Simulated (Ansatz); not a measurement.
Input and output for Sr (fcc type): DFT, PBEsol, all-electron LAPW, scalar-relativistic (Ansatz 0.2.0). This run: fcc relaxed under pressure.

The base cell comes from a relaxation on PAW files under the same functional.

Command: `ansatz run input.yaml --threads 1 --pin off --max-ram 3584MiB --backend cpu --events-out ev --progress --plain --runs-dir out` It took 10 s on 1 thread of Arm Neoverse V2, on a shared host, peak memory 0.28 GiB.

```yaml
crystal:
  lattice:
    - [0.0, 2.3460136286, 2.3460136286]
    - [2.3460136286, 0.0, 2.3460136286]
    - [2.3460136286, 2.3460136286, 0.0]
  atoms:
    - { symbol: Sr, position: [0.0, 0.0, 0.0] }
kpoints:
  mp_grid: { grid: [14, 14, 14] }
scf:
  occupations: { method: fermi_dirac, width: 0.05 }
hamiltonian:
  xc: pbesol
  pseudopotentials: { kind: all_electron, lapw: { basis_error: 0.0005 } }
output:
  forces: true
  stress: true
  eigenvalues: true
relax:
  f_tol: 0.005
  max_steps: 12
  cell: { p_target: 23.0, stress_tol: 0.03 }
```

Output:

```
The last accepted step is kept in <dir> (removed where the run ends without a failure and the disk answers)
LAPW: plane waves up to 6.402 Å⁻¹, error target 5.0e-4 eV per atom; small_component_spin mean_spin; Sr in spheres of 1.609 Å, 26 of its electrons in bands, Dirac shells [] (how accurate: hamiltonian.pseudopotentials.lapw.basis_error, Limitations)
Engine: ansatz 0.2.0
Pseudopotentials: kind: all_electron
Pseudopotential: Sr, LAPW, valence charge 26, lapw/all_electron/scalar/gaussian/Sr, Koelling and Harmon's equation, gaussian nucleus
Functional definition: PBEsol
  exchange = pbesol_x
  correlation = pbesol_c
Crystal: 1 atoms, lattice volume = 25.824 Å³
Basis set: ecut = 156.16037166930306 eV, 113 PW (Γ), exchange–correlation at level 2
Bands: 17, of which v1, the nominal top of the filled ones, is band 13 counted from 1 (12 counted from 0)
Symmetry: 48 space group operations
Space group: Fm-3m (ITA 225), of the structure as read, at distance tolerance 3.0e-5 Å
k-points: 104 of 2744
Non-local potential: Sr, projectors of the file, none
Initial density: superposition of atomic densities (chi_scale 0.1, normalization cell)
Initial wavefunctions: plane waves of lowest kinetic energy (no species holds an atomic orbital)
Functional: x = pbesol(κ = 0.804, μ = 0.12345679012345678), c = pbesol(β = 0.046)
iter 1 solved again at ethr=6.26e-5 eV; its pass at ethr=1.00e-1 eV (dr2=1.63e-2 eV) is discarded
SCF iter   1: F=—  HF=-86465.921819 eV  |F-HF|=—  |Δ(HF+E_count)|=         —  Δρ=6.61e-3  dr2=1.63e-2  ethr=6.26e-5  ⟨swp⟩=3.3  Hψ=11024  notcnv=0
preconditioner: auto → Kerker (q_TF=auto, 2.731 Å⁻¹)  [metal: Δε(μ)=0.019 eV  Ē_g=17.095 eV  σ=0.050 eV  W_gap=0.09  n_scr=14 (ndim 8)  ℏωp=20.7 eV  f_vac=0.000  D(μ)=1.16/eV (n_scr^D=14)]
SCF iter   2: F=—  HF=-86465.895562 eV  |F-HF|=—  |Δ(HF+E_count)|=   2.63e-2  Δρ=4.35e-3  dr2=7.11e-3  ethr=6.26e-5  ⟨swp⟩=2.0  Hψ=5401  notcnv=0
SCF iter   3: F=—  HF=-86465.893503 eV  |F-HF|=—  |Δ(HF+E_count)|=   2.06e-3  Δρ=2.65e-3  dr2=2.68e-3  ethr=2.73e-5  ⟨swp⟩=2.0  Hψ=5329  notcnv=0
SCF iter   4: F=—  HF=-86465.893141 eV  |F-HF|=—  |Δ(HF+E_count)|=         —  Δρ=9.33e-4  dr2=3.46e-4  ethr=1.03e-5  ⟨swp⟩=2.0  Hψ=5329  notcnv=0
the basis was enlarged: its passes take 168.5 KiB over the memory plan, 1 of 1 planned eigensolver slots
iter 5 solved again at ethr=2.41e-8 eV; its pass at ethr=1.33e-6 eV (dr2=6.27e-6 eV) is discarded
SCF iter   5: F=—  HF=-86465.893047 eV  |F-HF|=—  |Δ(HF+E_count)|=   9.39e-5  Δρ=1.36e-4  dr2=6.28e-6  ethr=2.41e-8  ⟨swp⟩=2.0  Hψ=8891  notcnv=0
SCF iter   6: F=—  HF=-86465.893047 eV  |F-HF|=—  |Δ(HF+E_count)|=   5.33e-7  Δρ=5.63e-5  dr2=1.17e-6  ethr=2.41e-8  ⟨swp⟩=2.0  Hψ=5329  notcnv=0
SCF iter   7: F=-86465.893047 eV  HF=-86465.893047 eV  |F-HF|=2.28e-9  |Δ(HF+E_count)|=   1.27e-7  Δρ=6.51e-6  dr2=7.04e-9  ethr=4.48e-9  ⟨swp⟩=2.0  Hψ=5329  notcnv=0
SCF 1 converged in 7 iterations: F = -86465.893047 eV  dr2 = 7.04e-9
relax step   1: F+E_penalty+E_count = -86465.89304741 eV  Δ(F+E_penalty+E_count) = +0.000e0 eV  max|allowed force component| = 0.000e0 eV/Å  Δτ_max = 0.0000 Å  P = +22.971 GPa  Ω = 25.824 Å³  (7 SCF iters, accepted)
Initial density: handed on by an earlier stage of this run
Initial wavefunctions: those handed on with the density
iter 1 solved again at ethr=1.82e-11 eV; its pass at ethr=1.00e-1 eV (dr2=4.73e-9 eV) is discarded
SCF iter   1: F=—  HF=-86465.893048 eV  |F-HF|=—  |Δ(HF+E_count)|=         —  Δρ=5.91e-6  dr2=4.53e-9  ethr=1.82e-11  ⟨swp⟩=6.2  Hψ=10444  notcnv=0
preconditioner: auto → Kerker (q_TF=auto, 2.731 Å⁻¹)  [metal: Δε(μ)=0.010 eV  Ē_g=17.244 eV  σ=0.050 eV  W_gap=0.05  n_scr=14 (ndim 8)  ℏωp=20.7 eV  f_vac=0.000  D(μ)=1.16/eV (n_scr^D=14)]
SCF iter   2: F=-86465.893047 eV  HF=-86465.893047 eV  |F-HF|=1.83e-9  |Δ(HF+E_count)|=   1.99e-7  Δρ=3.83e-6  dr2=1.99e-9  ethr=1.74e-11  ⟨swp⟩=3.0  Hψ=5562  notcnv=0
SCF 2 converged in 2 iterations: F = -86465.893047 eV  dr2 = 1.99e-9
relax step   2: F+E_penalty+E_count = -86465.89304741 eV  Δ(F+E_penalty+E_count) = -1.106e-9 eV  max|allowed force component| = 0.000e0 eV/Å  Δτ_max = 0.0000 Å  P = +22.971 GPa  Ω = 25.824 Å³  stress off target by 2.86e-2 GPa  SCF on the basis re-selected at this cell (its energy is not comparable with the rows above)  (2 SCF iters)
basis re-selected at this cell: Δ(F+E_penalty+E_count) = -1.106e-9 eV, ΔP = +0.000 GPa vs the last step (what re-selecting the basis moved, after the strain that the cell walked since its last selection, with what the two solves' SCF thresholds leave and, on support functions, any second-order correction that the steps lacked; it is no measure of the basis error at this ecutwfc). This SCF's stress stands 2.86e-2 GPa from its target on what of the cell is left free (relax.cell.stress_tol is 3.00e-2 GPa) and its largest allowed force component is 0.00e0 eV/Å (relax.f_tol is 5.00e-3 eV/Å): within both
SCF converged after 2 iterations
Free energy (F): -86465.893047 eV
Harris-Foulkes:  -86465.893047 eV  (|F-HF|=1.83e-9)
Internal energy: -86465.883983 eV  (E = F + TS)
E sigma→0 (E₀):  -86465.888515 eV
Entropy (-TS):   -0.009064 eV (-9.064 meV/atom)
Fermi energy:    14.095829 eV
--- Per-component energies (eV) ---
  E_band       = -2529.509120
  E_kinetic    = 89034.517418
  E_xc         = -2813.551639
  E_electrostatic = -172686.849762  (all electrons and nuclei)
  E_smearing   = -0.009064  (= −TS)
  E_closure    = 0.000000  (closes the sum)
  E_atoms      = -86465.300749  (free atoms, spherical and without spin; not in F)
  Σ components = -86465.893047   (vs F -86465.893047, Δ=0.00e0)
  Basis errors (estimates in eV, not in F): energy 1.3e-4 per atom: plane waves 1.2e-4 (6.6e-5 summed), levels above the bands 1.1e-53, relativity 1.6e-8, radial functions 8.1e-6, core shells 1.3e-7; eigenvalues (radial functions only) 3.0e-7; not estimated: angular momenta, meshes, grids; target (lapw.basis_error) 5.0e-4; muffin-tin radii Sr 1.609 Å
--- Forces (eV/Å), atoms counted from 1 ---
  atom   1  Sr    -0.00000000     0.00000000    -0.00000000
  max |Σ_I F_I| component: 1.81e-31 eV/Å
--- Stress (GPa, compression-positive) ---
       22.971448       0.000000      -0.000000
        0.000000      22.971448      -0.000000
       -0.000000      -0.000000      22.971448
  P = ⅓ Tr σ = 22.9714 GPa (229.714 kbar)
--- Band table (eV; the first three rows and the last of 104) ---
  k-point 0: bands = ["-235.7229", "-235.7229", "-235.7229", "-107.9178", "-107.9178", "-107.9178", "-107.9153", "-107.9153", "-21.4217", "-2.4899", "-2.4899", "-2.4899", "10.1277", "17.2963", "17.2963", "17.2963", "20.5155"]
  k-point 1: bands = ["-235.7229", "-235.7229", "-235.7229", "-107.9178", "-107.9178", "-107.9178", "-107.9153", "-107.9153", "-21.4057", "-2.6074", "-2.5022", "-2.5022", "10.3263", "17.0464", "17.3853", "17.3853", "20.3546"]
  k-point 2: bands = ["-235.7229", "-235.7229", "-235.7229", "-107.9178", "-107.9178", "-107.9178", "-107.9153", "-107.9153", "-21.3607", "-2.9235", "-2.5365", "-2.5365", "10.8653", "16.5163", "17.5859", "17.5859", "20.0622"]
  k-point 103: bands = ["-235.7229", "-235.7229", "-235.7229", "-107.9178", "-107.9178", "-107.9178", "-107.9153", "-107.9153", "-20.9749", "-3.9278", "-3.6700", "-3.2435", "13.6051", "15.1194", "16.2778", "18.6415", "23.7382"]
--- Relaxed structure (1 steps of the walk, 1 accepted, 1 SCFs on fresh bases) ---
  F+E_penalty+E_count = -86465.89304741 eV   max|allowed force component| = 0.000e0 eV/Å   (the final SCF, on the basis selected at the relaxed cell)
  cell:  # Å, volume = 25.8239 Å³
    - [0.0, 2.3460136286, 2.3460136286]
    - [2.3460136286, 0.0, 2.3460136286]
    - [2.3460136286, 2.3460136286, 0.0]
  atoms:
    - { symbol: Sr, position: [0.0, 0.0, 0.0] }
```

Next run (bcc relaxed under pressure), as changes to the input before:

```diff
   lattice:
-    - [0.0, 2.3460136286, 2.3460136286]
-    - [2.3460136286, 0.0, 2.3460136286]
-    - [2.3460136286, 2.3460136286, 0.0]
+    - [-1.8707789847, 1.8707789847, 1.8707789847]
+    - [1.8707789847, -1.8707789847, 1.8707789847]
+    - [1.8707789847, 1.8707789847, -1.8707789847]
   atoms:
 kpoints:
-  mp_grid: { grid: [14, 14, 14] }
+  mp_grid: { grid: [15, 15, 15] }
 scf:
```

Results part of the output:

```
basis re-selected at this cell: Δ(F+E_penalty+E_count) = -2.474e-10 eV, ΔP = +0.000 GPa vs the last step (what re-selecting the basis moved, after the strain that the cell walked since its last selection, with what the two solves' SCF thresholds leave and, on support functions, any second-order correction that the steps lacked; it is no measure of the basis error at this ecutwfc). This SCF's stress stands 2.88e-3 GPa from its target on what of the cell is left free (relax.cell.stress_tol is 3.00e-2 GPa) and its largest allowed force component is 0.00e0 eV/Å (relax.f_tol is 5.00e-3 eV/Å): within both
SCF converged after 2 iterations
Free energy (F): -86465.978687 eV
Harris-Foulkes:  -86465.978687 eV  (|F-HF|=7.86e-10)
Internal energy: -86465.973254 eV  (E = F + TS)
E sigma→0 (E₀):  -86465.975971 eV
Entropy (-TS):   -0.005434 eV (-5.434 meV/atom)
Fermi energy:    13.832025 eV
--- Per-component energies (eV) ---
  E_band       = -2535.399556
  E_kinetic    = 89034.807279
  E_xc         = -2813.454292
  E_electrostatic = -172687.326240  (all electrons and nuclei)
  E_smearing   = -0.005434  (= −TS)
  E_closure    = 0.000000  (closes the sum)
  E_atoms      = -86465.300749  (free atoms, spherical and without spin; not in F)
  Σ components = -86465.978687   (vs F -86465.978687, Δ=0.00e0)
  Basis errors (estimates in eV, not in F): energy 1.5e-4 per atom: plane waves 1.4e-4 (7.5e-5 summed), levels above the bands 8.2e-51, relativity 1.8e-8, radial functions 1.2e-5, core shells 2.7e-7; eigenvalues (radial functions only) 4.0e-7; not estimated: angular momenta, meshes, grids; target (lapw.basis_error) 5.0e-4; muffin-tin radii Sr 1.572 Å
--- Forces (eV/Å), atoms counted from 1 ---
  atom   1  Sr    -0.00000000    -0.00000000    -0.00000000
  max |Σ_I F_I| component: 2.47e-31 eV/Å
--- Stress (GPa, compression-positive) ---
       22.997124      -0.000000      -0.000000
       -0.000000      22.997124       0.000000
       -0.000000       0.000000      22.997124
  P = ⅓ Tr σ = 22.9971 GPa (229.971 kbar)
--- Band table (eV; the first three rows and the last of 120) ---
  k-point 0: bands = ["-235.9476", "-235.9476", "-235.9476", "-108.1448", "-108.1448", "-108.1448", "-108.1387", "-108.1387", "-21.6431", "-2.7449", "-2.7449", "-2.7449", "9.8830", "17.1880", "17.1880", "17.1880", "19.7540"]
  k-point 1: bands = ["-235.9476", "-235.9476", "-235.9476", "-108.1448", "-108.1448", "-108.1448", "-108.1387", "-108.1387", "-21.6291", "-2.8433", "-2.7710", "-2.7466", "10.0629", "17.0308", "17.1059", "17.3600", "19.4588"]
  k-point 2: bands = ["-235.9476", "-235.9476", "-235.9476", "-108.1448", "-108.1448", "-108.1448", "-108.1387", "-108.1387", "-21.5890", "-3.1114", "-2.8438", "-2.7513", "10.5592", "16.6353", "16.7663", "17.8685", "19.1046"]
  k-point 119: bands = ["-235.9476", "-235.9476", "-235.9476", "-108.1448", "-108.1448", "-108.1448", "-108.1388", "-108.1388", "-21.0859", "-3.9949", "-3.9748", "-3.9748", "12.2974", "12.3358", "21.5253", "21.5253", "22.0884"]
--- Relaxed structure (1 steps of the walk, 1 accepted, 1 SCFs on fresh bases) ---
  F+E_penalty+E_count = -86465.97868744 eV   max|allowed force component| = 0.000e0 eV/Å   (the final SCF, on the basis selected at the relaxed cell)
  cell:  # Å, volume = 26.1895 Å³
    - [-1.8707789847, 1.8707789847, 1.8707789847]
    - [1.8707789847, -1.8707789847, 1.8707789847]
    - [1.8707789847, 1.8707789847, -1.8707789847]
  atoms:
    - { symbol: Sr, position: [0.0, 0.0, 0.0] }
```

Next run (hcp relaxed under pressure), as changes to the input before:

```diff
   lattice:
-    - [-1.8707789847, 1.8707789847, 1.8707789847]
-    - [1.8707789847, -1.8707789847, 1.8707789847]
-    - [1.8707789847, 1.8707789847, -1.8707789847]
+    - [3.322645093, 0.0, 0.0]
+    - [-1.6613225465, 2.8774950584, 0.0]
+    - [0.0, 0.0, 5.354126476]
   atoms:
-    - { symbol: Sr, position: [0.0, 0.0, 0.0] }
+    - { symbol: Sr, position: [0.3333333333, 0.6666666667, 0.25] }
+    - { symbol: Sr, position: [0.6666666667, 0.3333333333, 0.75] }
 kpoints:
-  mp_grid: { grid: [15, 15, 15] }
+  mp_grid: { grid: [13, 13, 7] }
 scf:
```

Results part of the output:

```
basis re-selected at this cell: Δ(F+E_penalty+E_count) = -7.101e-9 eV, ΔP = +0.000 GPa vs the last step (what re-selecting the basis moved, after the strain that the cell walked since its last selection, with what the two solves' SCF thresholds leave and, on support functions, any second-order correction that the steps lacked; it is no measure of the basis error at this ecutwfc). This SCF's stress stands 7.99e-3 GPa from its target on what of the cell is left free (relax.cell.stress_tol is 3.00e-2 GPa) and its largest allowed force component is 5.09e-17 eV/Å (relax.f_tol is 5.00e-3 eV/Å): within both
SCF converged after 2 iterations
Free energy (F): -172931.775172 eV
Harris-Foulkes:  -172931.775172 eV  (|F-HF|=2.33e-10)
Internal energy: -172931.759934 eV  (E = F + TS)
E sigma→0 (E₀):  -172931.767553 eV
Entropy (-TS):   -0.015238 eV (-7.619 meV/atom)
Fermi energy:    14.292335 eV
--- Per-component energies (eV) ---
  E_band       = -5052.376262
  E_kinetic    = 178068.814117
  E_xc         = -5627.228408
  E_electrostatic = -345373.345643  (all electrons and nuclei)
  E_smearing   = -0.015238  (= −TS)
  E_closure    = 0.000000  (closes the sum)
  E_atoms      = -172930.601498  (free atoms, spherical and without spin; not in F)
  Σ components = -172931.775172   (vs F -172931.775172, Δ=0.00e0)
  Basis errors (estimates in eV, not in F): energy 1.5e-4 per atom: plane waves 1.3e-4 (6.8e-5 summed), levels above the bands 2.5e-38, relativity 1.6e-8, radial functions 2.0e-5, core shells 1.7e-7; eigenvalues (radial functions only) 3.7e-7; not estimated: angular momenta, meshes, grids; target (lapw.basis_error) 5.0e-4; muffin-tin radii Sr 1.597 Å
[... lines left out ...]
       22.997305       0.000000       0.000000
        0.000000      22.997305       0.000000
        0.000000       0.000000      22.992008
  P = ⅓ Tr σ = 22.9955 GPa (229.955 kbar)
--- Band table (eV; the first three rows and the last of 84) ---
  k-point 0: bands = ["-235.5978", "-235.5978", "-235.5978", "-235.5978", "-235.5877", "-235.5877", "-107.7930", "-107.7930", "-107.7930", "-107.7930", "-107.7849", "-107.7849", "-107.7849", "-107.7849", "-107.7849", "-107.7849", "-21.3037", "-20.9406", "-4.4277", "-2.6178", "-2.6178", "-2.3554", "-2.3554", "-2.3220", "10.2779", "12.6767", "17.2876", "17.2876", "17.3609", "17.4760", "18.2520", "18.2520"]
  k-point 1: bands = ["-235.5978", "-235.5978", "-235.5978", "-235.5978", "-235.5877", "-235.5877", "-107.7930", "-107.7930", "-107.7930", "-107.7930", "-107.7849", "-107.7849", "-107.7849", "-107.7849", "-107.7849", "-107.7849", "-21.2865", "-20.9594", "-4.3372", "-2.6050", "-2.6050", "-2.4454", "-2.3687", "-2.3687", "10.4823", "12.6948", "17.0795", "17.2116", "17.2116", "17.2852", "18.0830", "18.0830"]
  k-point 2: bands = ["-235.5978", "-235.5978", "-235.5978", "-235.5978", "-235.5877", "-235.5877", "-107.7930", "-107.7930", "-107.7930", "-107.7930", "-107.7849", "-107.7849", "-107.7849", "-107.7849", "-107.7849", "-107.7849", "-21.2380", "-21.0117", "-4.0778", "-2.7769", "-2.5692", "-2.5692", "-2.4057", "-2.4057", "11.0351", "12.6705", "16.5085", "16.8159", "17.1230", "17.1230", "17.7220", "17.7220"]
  k-point 83: bands = ["-235.5978", "-235.5978", "-235.5978", "-235.5978", "-235.5877", "-235.5877", "-107.7930", "-107.7930", "-107.7930", "-107.7930", "-107.7849", "-107.7849", "-107.7849", "-107.7849", "-107.7849", "-107.7849", "-20.8815", "-20.8736", "-4.0160", "-4.0064", "-3.5946", "-3.4540", "-2.7012", "-2.6644", "14.1031", "14.2463", "14.8508", "14.9120", "16.2817", "16.4011", "18.3921", "18.9374"]
--- Relaxed structure (1 steps of the walk, 1 accepted, 1 SCFs on fresh bases) ---
  F+E_penalty+E_count = -172931.77517226 eV   max|allowed force component| = 5.089e-17 eV/Å   (the final SCF, on the basis selected at the relaxed cell)
  cell:  # Å, volume = 51.1902 Å³
    - [3.322645093059058, 0.0, 0.0]
    - [-1.661322546529529, 2.8774950583488543, 0.0]
    - [0.0, 0.0, 5.354126476]
  atoms:
    - { symbol: Sr, position: [0.3333333333333333, 0.6666666666666666, 0.24999999999999994] }
    - { symbol: Sr, position: [0.6666666666666666, 0.3333333333333333, 0.7499999999999998] }
```

Next run (simple hexagonal relaxed under pressure), as changes to the input before:

```diff
   lattice:
-    - [3.322645093, 0.0, 0.0]
-    - [-1.6613225465, 2.8774950584, 0.0]
-    - [0.0, 0.0, 5.354126476]
+    - [3.1886456392, 0.0, 0.0]
+    - [-1.5943228196, 2.7614481272, 0.0]
+    - [0.0, 0.0, 2.8883489208]
   atoms:
-    - { symbol: Sr, position: [0.3333333333, 0.6666666667, 0.25] }
-    - { symbol: Sr, position: [0.6666666667, 0.3333333333, 0.75] }
+    - { symbol: Sr, position: [0.0, 0.0, 0.0] }
 kpoints:
-  mp_grid: { grid: [13, 13, 7] }
+  mp_grid: { grid: [14, 14, 13] }
 scf:
```

Results part of the output:

```
basis re-selected at this cell: Δ(F+E_penalty+E_count) = -4.948e-10 eV, ΔP = +0.000 GPa vs the last step (what re-selecting the basis moved, after the strain that the cell walked since its last selection, with what the two solves' SCF thresholds leave and, on support functions, any second-order correction that the steps lacked; it is no measure of the basis error at this ecutwfc). This SCF's stress stands 2.63e-2 GPa from its target on what of the cell is left free (relax.cell.stress_tol is 3.00e-2 GPa) and its largest allowed force component is 0.00e0 eV/Å (relax.f_tol is 5.00e-3 eV/Å): within both
SCF converged after 2 iterations
Free energy (F): -86465.771177 eV
Harris-Foulkes:  -86465.771177 eV  (|F-HF|=4.95e-10)
Internal energy: -86465.764449 eV  (E = F + TS)
E sigma→0 (E₀):  -86465.767813 eV
Entropy (-TS):   -0.006728 eV (-6.728 meV/atom)
Fermi energy:    14.402212 eV
--- Per-component energies (eV) ---
  E_band       = -3158.564637
  E_kinetic    = 89034.156789
  E_xc         = -2813.762160
  E_electrostatic = -172686.159078  (all electrons and nuclei)
  E_smearing   = -0.006728  (= −TS)
  E_closure    = 0.000000  (closes the sum)
  E_atoms      = -86465.300749  (free atoms, spherical and without spin; not in F)
  Σ components = -86465.771177   (vs F -86465.771177, Δ=0.00e0)
  Basis errors (estimates in eV, not in F): energy 2.5e-4 per atom: plane waves 2.3e-4 (1.3e-4 summed), levels above the bands 5.4e-45, relativity 1.5e-8, radial functions 1.7e-5, core shells 1.4e-11; eigenvalues (radial functions only) 6.5e-7; not estimated: angular momenta, meshes, grids; target (lapw.basis_error) 5.0e-4; muffin-tin radii Sr 1.401 Å
--- Forces (eV/Å), atoms counted from 1 ---
  atom   1  Sr     0.00000000    -0.00000000     0.00000000
  max |Σ_I F_I| component: 3.29e-32 eV/Å
--- Stress (GPa, compression-positive) ---
       23.026309       0.000000       0.000000
        0.000000      23.026309       0.000000
        0.000000       0.000000      22.980264
  P = ⅓ Tr σ = 23.0110 GPa (230.110 kbar)
--- Band table (eV; the first three rows and the last of 168) ---
  k-point 0: bands = ["-313.2312", "-235.8401", "-235.8401", "-235.8187", "-108.0375", "-108.0375", "-108.0241", "-108.0178", "-108.0178", "-21.6809", "-2.6402", "-2.6402", "-2.2958", "10.4412", "14.4592", "17.3406", "17.3406", "23.7748"]
  k-point 1: bands = ["-313.2312", "-235.8401", "-235.8401", "-235.8187", "-108.0375", "-108.0375", "-108.0241", "-108.0178", "-108.0178", "-21.6578", "-2.6233", "-2.6233", "-2.4954", "10.6187", "14.7213", "17.4014", "17.4014", "23.4923"]
  k-point 2: bands = ["-313.2312", "-235.8401", "-235.8401", "-235.8187", "-108.0375", "-108.0375", "-108.0241", "-108.0178", "-108.0178", "-21.5927", "-3.0156", "-2.5761", "-2.5761", "11.0808", "15.4414", "17.5768", "17.5768", "22.4030"]
  k-point 167: bands = ["-313.2312", "-235.8401", "-235.8401", "-235.8187", "-108.0375", "-108.0375", "-108.0238", "-108.0178", "-108.0178", "-20.9071", "-4.5607", "-3.8105", "-3.5299", "13.1223", "13.9329", "17.5253", "18.6151", "24.1335"]
--- Relaxed structure (1 steps of the walk, 1 accepted, 1 SCFs on fresh bases) ---
  F+E_penalty+E_count = -86465.77117739 eV   max|allowed force component| = 0.000e0 eV/Å   (the final SCF, on the basis selected at the relaxed cell)
  cell:  # Å, volume = 25.4327 Å³
    - [3.1886456391921083, 0.0, 0.0]
    - [-1.5943228195960542, 2.7614481272068345, 0.0]
    - [0.0, 0.0, 2.8883489208]
  atoms:
    - { symbol: Sr, position: [0.0, 0.0, 0.0] }
```
